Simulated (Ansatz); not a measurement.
MoP:
```
MoP
1.0
    3.24137     0.00000     0.00000
   -1.62068     2.80711     0.00000
    0.00000     0.00000     3.19397
Mo P
1 1
Cartesian
  0.00000   0.00000   0.00000
  0.00000   1.87140   1.59699
```

Relaxed with PBE. Special points in fractions of this cell's reciprocal vectors: Γ (0.000, 0.000, 0.000); M (0.500, 0.000, 0.000); K (0.333, 0.333, 0.000); A (0.000, 0.000, 0.500); L (0.500, 0.000, 0.500); H (0.333, 0.333, 0.500).

Problem. List the band energies nearest the Fermi level at these points for the program Ansatz at the PBE level (PAW).

Solution. In eV from the Fermi level; about four levels below and three above (degenerate sets whole), none deeper than 8.9 eV; points with the same levels are listed once.

| k | below | above |
|---|---|---|
| Γ | -4.09 -3.28 -3.28 -0.66 | 0.28 0.28 4.08 4.08 |
| M | -3.84 -3.65 -1.29 -0.40 | 1.68 2.29 4.63 |
| K | -5.18 -3.67 -1.45 -0.08 | 0.63 0.81 6.72 |
| A | -2.71 -2.71 -1.64 -1.64 | 1.38 2.90 2.90 |
| L | -6.08 -5.22 -4.39 -1.02 | 1.39 1.85 3.50 |
| H | -6.78 -5.66 -3.21 -1.27 | 1.54 3.21 4.13 |

Space group P-6m2. Symmetry was held in the PBE relaxation. No spin polarisation was allowed. Scalar-relativistic: spin–orbit coupling is off unless named, which matters more the heavier the elements.

Potentials: the later of the program's two PAW sets.
